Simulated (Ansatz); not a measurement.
RbCl (rock salt)

```
RbCl
1.0
    0.00000     3.34891     3.34891
    3.34891     0.00000     3.34891
    3.34891     3.34891     0.00000
Cl Rb
1 1
Direct
  0.00000   0.00000   0.00000
  0.50000   0.50000   0.50000
```

The volume is varied about the relaxed value V₀ at fixed cell shape. Symmetry pins the atoms to their sites.

The numbers are results of PBE (plane waves to 420 eV, PAW, scalar-relativistic; Ansatz, a program for electronic structure), not measurements. k mesh 9×9×9 (Γ-centred), Fermi-Dirac smearing 0.05 eV. Energies are smeared free energies. Stress and pressure are positive under compression. RbCl was relaxed with its symmetry unable to fall. ΔE is measured from the relaxed starting cell.

| V (Å³/atom) | ΔE (meV/atom) |
|---|---|
| 33.803 | 20.7 |
| 34.429 | 13.9 |
| 35.055 | 8.6 |
| 35.681 | 4.7 |
| 36.307 | 2.0 |
| 36.933 | 0.5 |
| 37.559 | 0.0 |
| 38.185 | 0.4 |
| 38.811 | 1.7 |
| 39.437 | 3.7 |
| 40.063 | 6.4 |
| 40.689 | withheld |
| 41.315 | 13.6 |

Problem. Fit a third-order Birch-Murnaghan form (E₀, V₀, B₀, B₀′ free) to the given rows and predict ΔE at V = 40.689.

Solution. Least squares on the 12 given rows: ΔE = E₀ + (9V₀B₀/16)·y²·[2 + (B₀′ − 4)y], y = (V₀/V)^(2/3) − 1, with V₀ = 37.576 Å³/atom, B₀ = 14.17 GPa (160.2 GPa = 1 eV/Å³; the term in eV is multiplied by 1000), B₀′ = 5.01, E₀ = 0.00 meV/atom; root-mean-square residual 0.01 meV/atom. At 40.689 the fit gives 9.7 meV/atom; the calculation gives 9.7 meV/atom, the same to the digits shown. For the pressure the fit gives -0.92 GPa against the computed -0.93 GPa.

(Under strain, the slope of the energy per volume gives the stress and its curvature an elastic modulus.)
